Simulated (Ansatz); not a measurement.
Theory: DFT PBE, scalar-relativistic, plane waves, PAW (Ansatz 0.2.0).

Settings: cutoff 420 eV, Γ-centred mesh 8×8×6 on the computed 8-atom cell, Gaussian smearing of 0.05 eV; no spin polarisation.

Structure with the computed forces (eV/Å) in the last three columns:

```xyz
8
Lattice="5.5459 0.0000 0.0000 0.0000 5.5459 0.0000 0.0000 0.0000 7.6663" Properties=species:S:1:pos:R:3:forces:R:3 pbc="T T T" pressure_GPa=-2.28
Na    2.7730    0.0000    2.0430    0.0000    0.0000    0.1630
Na    0.0000    2.7730    5.6234    0.0000    0.0000   -0.1630
Na    2.7730    2.7730    0.0000    0.0000    0.0000    0.0000
Na    0.0000    0.0000    3.8332    0.0000    0.0000    0.0000
Sr    0.0000    0.0000    0.0000    0.0000    0.0000    0.0000
Ca    2.7730    2.7730    3.8332    0.0000    0.0000    0.0000
Si    2.7730    0.0000    5.4981    0.0000    0.0000    0.3670
Si    0.0000    2.7730    2.1682    0.0000    0.0000   -0.3670
```

Stress tensor (GPa, compression positive):

```
-2.37  0.00  0.00
 0.00 -2.37  0.00
 0.00  0.00 -2.10
```